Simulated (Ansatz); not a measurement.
Relaxation of a relaxed SnO cell, doubled along one cell vector, shaken by Gaussian noise of σ = 0.08 Å a coordinate; 8 atoms in the cell, which starts as P1 (No. 1), aP8; a = 3.8671 Å, b = 5.0735 Å, c = 7.7342 Å, α = 90.00°, β = 90.00°, γ = 90.00°. All values below come from PBE (plane waves to 420 eV, PAW, scalar-relativistic; Ansatz, a program for electronic structure). Γ-centred k-mesh 3×6×5 on the run's cell (coarser than for final values), Fermi–Dirac smearing 0.05 eV. This is the first round of the run. 

The optimiser's lines from the output (shortened; P is positive under compression):

```
relax step   1: F+E_penalty+E_count = -26366.50888704 eV  Δ(F+E_penalty+E_count) = +0.000e0 eV  max|allowed force component| = 1.582e0 eV/Å  Δτ_max = 0.0000 Å  P = -0.395 GPa  Ω = 151.744 Å³  (11 SCF iters, dr2 threshold 1.00e-7 eV, accepted)
relax step   2: F+E_penalty+E_count = -26366.97061590 eV  Δ(F+E_penalty+E_count) = -4.617e-1 eV  max|allowed force component| = 8.724e-1 eV/Å  Δτ_max = 0.1947 Å  P = +1.392 GPa  Ω = 153.089 Å³  (9 SCF iters, dr2 threshold 8.00e-7 eV, accepted)
relax step   3: F+E_penalty+E_count = -26367.09294803 eV  Δ(F+E_penalty+E_count) = -1.223e-1 eV  max|allowed force component| = 1.012e-1 eV/Å  Δτ_max = 0.1411 Å  P = +0.008 GPa  Ω = 152.939 Å³  (8 SCF iters, dr2 threshold 8.00e-7 eV, accepted)
relax step   4: F+E_penalty+E_count = -26367.14759887 eV  Δ(F+E_penalty+E_count) = -5.465e-2 eV  max|allowed force component| = 3.388e-2 eV/Å  Δτ_max = 0.0929 Å  P = -0.031 GPa  Ω = 151.358 Å³  (8 SCF iters, dr2 threshold 8.00e-7 eV, accepted)
relax step   5: F+E_penalty+E_count = -26367.15217198 eV  Δ(F+E_penalty+E_count) = -4.573e-3 eV  max|allowed force component| = 9.677e-3 eV/Å  Δτ_max = 0.0219 Å  P = +0.008 GPa  Ω = 151.605 Å³  (7 SCF iters, dr2 threshold 5.18e-7 eV, accepted)
relax step   6: F+E_penalty+E_count = -26367.15216298 eV  Δ(F+E_penalty+E_count) = +9.001e-6 eV  max|allowed force component| = 1.573e-3 eV/Å  Δτ_max = 0.0051 Å  P = -0.004 GPa  Ω = 151.753 Å³  (7 SCF iters, dr2 threshold 8.52e-9 eV, accepted)
relax step   7: F+E_penalty+E_count = -26367.15217619 eV  Δ(F+E_penalty+E_count) = -1.320e-5 eV  max|allowed force component| = 1.701e-3 eV/Å  Δτ_max = 0.0023 Å  P = +0.001 GPa  Ω = 151.753 Å³  (8 SCF iters, accepted)
relax step   8: F+E_penalty+E_count = -26367.15218214 eV  Δ(F+E_penalty+E_count) = -5.952e-6 eV  max|allowed force component| = 1.704e-3 eV/Å  Δτ_max = 0.0000 Å  P = +0.001 GPa  Ω = 151.753 Å³  stress off target by 3.37e-3 GPa  SCF on the basis re-selected at this cell (its energy is not comparable with the rows above)  (6 SCF iters)
```

From the first to the last row the energy changes by -0.08 eV/atom and the volume by 0.0 %. The last row is marked as not comparable with the walk above it, whose basis was carried along; it does compare with step 1, since both stand on a basis selected at the nominal cutoff for their own cell.

Later rounds, restarted from the end of this one on a renewed k-mesh, logged 2 more steps and released under 0.01 eV/atom more. The final structure after all rounds: P4/nmm, origin choice 1 (No. 129), tP4, AFLOW prototype AB_tP4_129_a_c (B10, as in PbO); a = b = 3.867 Å, c = 5.074 Å, α = β = γ = 90.00°. Between re-selections the logged energies stand on a plane-wave basis carried along with the cell. No spin polarisation in the result.

The first start was generated by placing the elements on the sites of a structure type. A measured structure of SnO has the same space group, P4/nmm (No. 129); the sites were not compared with it.
